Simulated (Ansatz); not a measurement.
A geometry of Y away from equilibrium: step 3 of the relaxation of a relaxed Y cell displaced along its unstable phonon at q = (½, ½, ½) of its primitive reciprocal cell (78i cm⁻¹), largest move 0.15 Å. Method: PBEsol (plane waves to 420 eV, PAW, scalar-relativistic; Ansatz, a quantum-chemistry and plane-wave program). Γ-centred k-mesh 11×11×11 on the run's cell (coarser than for final values), Fermi–Dirac smearing 0.05 eV. The plane waves were selected for a different cell earlier on the path.

```
CELL_PARAMETERS angstrom
     -5.93618     6.12866     3.35186
      0.00000     0.00000     3.35186
      0.00000     6.12866     0.00000
ATOMIC_POSITIONS crystal
  Y  0.00000 0.26590 0.58838
  Y  0.50000 0.26590 0.41162
  Y  0.00000 0.98410 0.08838
  Y  0.50000 0.98410 0.91162
```

**Question.** What forces act on the atoms (eV/Å)?

**Answer.** 
| atom | Fx | Fy | Fz |
|---|---|---|---|
| Y1 | 0.00 | 0.46 | 0.23 |
| Y2 | 0.00 | -0.46 | 0.23 |
| Y3 | 0.00 | 0.46 | -0.23 |
| Y4 | 0.00 | -0.46 | -0.23 |

The path ends in P6₃/mmc (No. 194) (hcp (Mg type)). No spin polarisation in the result.

The run could not lose the symmetry of its start.

Of the parent cell (I4₁/amd (No. 141)): it is a generated cell of Y: the first start was made by placing the elements on the sites of a structure type, and the end was not matched to a known phase here, so it may be hypothetical. Known forms of Y include space group No. 194.
